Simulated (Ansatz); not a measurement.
**One run on TiAu (Pm-3m): field of 300 T on the spins**

These are results of DFT, PBEsol, all-electron LAPW, scalar-relativistic in Ansatz, not measurements.

Command: `ansatz run input.yaml --threads 1 --pin off --max-ram 3072MiB --backend cpu --events-out ev --progress --plain --runs-dir out`

```yaml
crystal:
  lattice:
    - [3.254, 0.0, 0.0]
    - [0.0, 3.254, 0.0]
    - [0.0, 0.0, 3.254]
  atoms:
    - { symbol: Ti, position: [0.5, 0.5, 0.5], spin: 0.5 }
    - { symbol: Au, position: [0.0, 0.0, 0.0] }
magnetization:
  spin_polarized: true
  magnetic_field: 300
kpoints:
  mp_grid: { grid: [10, 10, 10] }
scf:
  occupations: { method: fermi_dirac, width: 0.05 }
  convergence: { dr2_threshold: 1.0e-10 }
  lower_state_search: "off"
hamiltonian:
  xc: pbesol
  pseudopotentials: { kind: all_electron, lapw: { basis_error: 0.001 } }
output:
  forces: true
  stress: true
  eigenvalues: false
```

The program prints:

```
settings of this run that can trade accuracy for cost: output.eigenvalues: false. Do not mix this run's numbers with those of runs without the same settings; the input reference describes each key
LAPW: plane waves up to 8.009 Å⁻¹, error target 1.0e-3 eV per atom; small_component_spin mean_spin; Ti in spheres of 1.367 Å, 12 of its electrons in bands, Dirac shells []; Au in spheres of 1.451 Å, 43 of its electrons in bands, Dirac shells [] (how accurate: hamiltonian.pseudopotentials.lapw.basis_error, Limitations)
Engine: ansatz 0.2.0
Pseudopotentials: kind: all_electron
Pseudopotential: Ti, LAPW, valence charge 12, lapw/all_electron/scalar/gaussian/Ti, Koelling and Harmon's equation, gaussian nucleus
Pseudopotential: Au, LAPW, valence charge 43, lapw/all_electron/scalar/gaussian/Au, Koelling and Harmon's equation, gaussian nucleus
Functional definition: PBEsol
  exchange = pbesol_x
  correlation = pbesol_c
Crystal: 2 atoms, lattice volume = 34.455 Å³
Basis set: ecut = 244.4008364841559 eV, 305 PW (Γ), exchange–correlation at level 2
Bands: 34, of which v1, the nominal top of the filled ones, is band 28 counted from 1 (27 counted from 0)
Symmetry: 48 space group operations
Space group: Pm-3m (ITA 221), of the structure as read, at distance tolerance 3.3e-5 Å
Magnetic group: BNS 221.92 (UNI 1594), of the structure as read, at distance tolerance 3.3e-5 Å
k-points: 56 of 1000
Non-local potential: Ti, projectors of the file, none
Non-local potential: Au, projectors of the file, none
Initial density: superposition of atomic densities (chi_scale 0.1, normalization cell, long waves kept (reshape's long-wave potential 0.00 eV rms))
Starting moments: Σ|m| = 0.5 μB on 1 of 2 sites
Magnetic field: 300 T along the axis of the moments, on the spin alone (17.3651 meV per μB along it)
Initial wavefunctions: plane waves of lowest kinetic energy (no species holds an atomic orbital)
Functional: x = pbesol(κ = 0.804, μ = 0.12345679012345678), c = pbesol(β = 0.046)
iter 1 solved again at ethr=2.28e-3 eV; its pass at ethr=1.00e-1 eV (dr2=1.26e0 eV) is discarded
SCF iter   1: F=—  HF=-540292.336359 eV  |F-HF|=—  |Δ(HF+E_count)|=         —  Δρ=2.56e-2 (↑2.40e-2 ↓2.56e-2)  dr2=1.26e0  dr2_m=8.05e-4  M=0.584 μB ∫|m|=0.586 μB  β_m=1.00  ethr=2.28e-3  ⟨swp⟩=2.0  Hψ=24432  notcnv=0
preconditioner: auto → Kerker (q_TF=auto, 2.949 Å⁻¹)  [metal: Δε(μ)=0.004 eV  Ē_g=7.136 eV  σ=0.050 eV  W_gap=0.02  n_scr=18 (ndim 8)  ℏωp=24.5 eV  f_vac=0.000  D(μ)=3.91/eV (n_scr^D=56)]
[...]
the basis was enlarged: its passes take 708.5 KiB over the memory plan, 2 of 2 planned eigensolver slots
[...]
the basis was enlarged: its passes take 855.6 KiB over the memory plan, 2 of 2 planned eigensolver slots
[...]
Absolute magnetization: 1.0419 μB (∫|ρ↑−ρ↓|)
Spin contamination: 0.0050 ħ² per cell (⟨S²⟩ above its minimum at these occupations)
Per-site moments (μB) at R_I (Å): [(0.7779775330330505, 1.3666341348248998), (0.11538869611946012, 1.4514124870974963)]
Free energy (F): -540290.949816 eV
Harris-Foulkes:  -540290.949816 eV  (|F-HF|=4.66e-10)
Internal energy: -540290.926667 eV  (E = F + TS)
E sigma→0 (E₀):  -540290.938241 eV
Entropy (-TS):   -0.023149 eV (-11.574 meV/atom)
Fermi energy:    19.651811 eV
--- Per-component energies (eV) ---
  E_band       = -4198.340894
  E_kinetic    = 612731.896192
  E_xc         = -10892.339574
  E_zeeman     = -0.018057  (= −μ_B·B·M)
  E_electrostatic = -1142130.465227  (all electrons and nuclei)
  E_smearing   = -0.023149  (= −TS)
  E_closure    = 0.000000  (closes the sum)
  E_atoms      = -540279.110163  (free atoms, spherical and without spin; not in F)
  Σ components = -540290.949816   (vs F -540290.949816, Δ=0.00e0)
  Basis errors (estimates in eV, not in F): energy 2.2e-4 per atom: plane waves 1.8e-4 (9.1e-5 summed), levels above the bands 6.8e-55, relativity 4.5e-9, radial functions 4.2e-5, core shells 1.3e-7; eigenvalues (radial functions only) 1.4e-6; not estimated: angular momenta, meshes, grids; target (lapw.basis_error) 1.0e-3; muffin-tin radii Ti 1.367 Å, Au 1.451 Å
--- Forces (eV/Å), atoms counted from 1 ---
  atom   1  Ti     0.00000000     0.00000000     0.00000000
  atom   2  Au     0.00000000     0.00000000    -0.00000000
  max |Σ_I F_I| component: 6.57e-31 eV/Å
--- Stress (GPa, compression-positive) ---
       -3.646477       0.000000       0.000000
        0.000000      -3.646477       0.000000
        0.000000       0.000000      -3.646477
  P = ⅓ Tr σ = -3.6465 GPa (-36.465 kbar)
settings of this run that can trade accuracy for cost: output.eigenvalues: false. Do not mix this run's numbers with those of runs without the same settings; the input reference describes each key
```

Site moments (μB): Ti1 0.78, Au2 0.12. Cell moment 1.04 μB.

The magnetic group in the log treats spin as a scalar label, without spin–orbit coupling.

The Ansatz runs typed with the search for lower states off end where their start leads. Spin–orbit coupling is left out although heavy atoms are present. The magnetic state is the one that this cell and start allow. It needn't be the compound's measured order, which may need a larger cell or be absent.

It took 81 s on 1 thread of Arm Neoverse V1 (shared host), peak memory 0.53 GiB.
